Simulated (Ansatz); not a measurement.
This run works on a generated trial structure, not on a known crystal.

Input and command of a plane-wave DFT calculation in Ansatz:

```yaml
crystal:
  lattice:
    - [3.27052373, 0.0, 0.0]
    - [0.0, 3.27052373, 0.0]
    - [0.0, 0.0, 5.7097186]
  atoms:
    - { symbol: B, position: [0.0, 0.5, 0.0] }
    - { symbol: B, position: [0.5, 0.0, 0.0] }
    - { symbol: C, position: [0.0, 0.5, 0.5] }
    - { symbol: C, position: [0.5, 0.0, 0.5] }
    - { symbol: C, position: [0.0, 0.0, 0.5] }
basis:
  ecutwfc: 420
kpoints:
  mp_grid: { grid: [6, 6, 4] }
hamiltonian:
  xc: pbe
scf:
  occupations: { method: gaussian, width: 0.1 }
  lower_state_search: "off"
output:
  forces: true
  stress: true
  eigenvalues: true
relax:
  adjacent_minimum: "off"
  f_tol: 0.04
  max_steps: 70
  cell: { stress_tol: 0.4 }
```

```bash
ansatz run input.yaml --threads 1 --pin off --max-ram 2560MiB --backend cpu --events-out ev --progress --plain --runs-dir out
```

Processor: Intel(R) Xeon(R) Processor @ 2.50GHz (Skylake/Cascade Lake), 1 thread, on a host shared with other jobs.

Task: How long does it run, and how much memory does it take?

Result: About 89 s, peak memory 0.35 GiB. It solves 14 bands at 30 k points (after reduction by symmetry) with about 1009 plane waves (on the last cell), in 162 SCF iterations over 26 ionic steps.
